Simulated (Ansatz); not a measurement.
Ni (fcc (Cu type), Fm-3m) at seven volumes, the program Ansatz at the PBE level (PAW), scaled uniformly. One row is withheld.

| V (Å³/atom) | P (GPa) |
|---|---|
| 9.913 | 23.64 |
| 10.240 | 14.34 |
| 10.566 | 6.54 |
| 10.893 | 0.00 |
| 11.220 | -5.48 |
| 11.547 | -10.07 |
| 11.874 | ? |

Fit the shown pressures and predict the withheld one.

P = (3/2)B₀(x^(7/2) − x^(5/2))[1 + (3/4)(B′ − 4)(x − 1)] with x = (V₀/V)^(2/3). Least squares on the six rows gives V₀ = 10.893 Å³/atom, B₀ = 199 GPa, B′ = 4.87. At V = 11.874, x = 0.9441 and P = -13.92 GPa. The run itself gave -13.89 GPa.

The PBE relaxation kept the symmetry of its start. Magnetic state: ferromagnetic, chosen from 3 collinear starts compared on coarse meshes (ties went to the first, and starts can fall back to one state), not a proven ground state. Textbook magnetic order: ferromagnetic.

Potentials: the earlier of the program's two PAW sets.
